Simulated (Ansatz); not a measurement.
Relaxed CrO2 (rutile):

```xyz
6
Lattice="4.4039 0.0000 0.0000 0.0000 4.4039 0.0000 0.0000 0.0000 2.9118" Properties=species:S:1:pos:R:3 pbc="T T T"
Cr     0.0000     0.0000     0.0000
Cr     2.2020     2.2020     1.4559
O      1.3334     1.3334     0.0000
O      3.5354     0.8685     1.4559
O      0.8685     3.5354     1.4559
O      3.0705     3.0705     0.0000
```

Scan: atom 2 (Cr, nearest neighbour O at 1.886 Å; its periodic images, 2.9 Å or more away, move with it) is displaced along Cartesian [110], direction (0.707, 0.707, 0.000) in Cartesian axes, by s. The other atoms stay.

The numbers are results of r2SCAN (plane waves to 500 eV, PAW, scalar-relativistic; Ansatz, a program for electronic structure), not measurements. k mesh 9×9×13 (Γ-centred), Fermi-Dirac smearing 0.05 eV. The energy includes the smearing's −TS. With partly filled bands, energies and forces of such displacements shift with the k mesh and the smearing. CrO2 is run spin-polarised and with no Hubbard U. CrO2 was relaxed with its symmetry unable to fall. Relaxed CrO2 ends ferromagnetic. The magnetic order is the one the run started from; other orders were not tried. ΔE is measured from the undisplaced structure. The last digit holds for this mesh only.

```json
[
 {"s (Å)": "-0.570", "ΔE (meV/cell)": "4010.9"},
 {"s (Å)": "-0.456", "ΔE (meV/cell)": "withheld"},
 {"s (Å)": "-0.342", "ΔE (meV/cell)": "1537.1"},
 {"s (Å)": "-0.228", "ΔE (meV/cell)": "687.5"},
 {"s (Å)": "-0.114", "ΔE (meV/cell)": "171.6"},
 {"s (Å)": "0.000", "ΔE (meV/cell)": "0.0"},
 {"s (Å)": "0.114", "ΔE (meV/cell)": "171.6"},
 {"s (Å)": "0.228", "ΔE (meV/cell)": "687.5"},
 {"s (Å)": "0.342", "ΔE (meV/cell)": "1537.1"},
 {"s (Å)": "0.456", "ΔE (meV/cell)": "withheld"},
 {"s (Å)": "0.570", "ΔE (meV/cell)": "4010.9"}
]
```

Question: Fit an even polynomial form (powers 2, 4, 6) to the given rows and predict ΔE at s = -0.456.

Answer: Least squares on the 9 given rows: ΔE = (13230)·s² + (376.1)·s⁴ + (-9525)·s⁶, in meV/cell with s in Å; root-mean-square residual 0.34 meV/cell. At -0.456 the fit gives 2681.6 meV/cell; the calculation gives 2659.7 meV/cell, so the interpolation is off by 21.9 (+0.8 %). The quadratic term alone would give 2751.0 meV/cell.

(For displaced atoms, the force is minus the slope of the energy, and its curvature is a force constant, which sets phonon frequencies.)
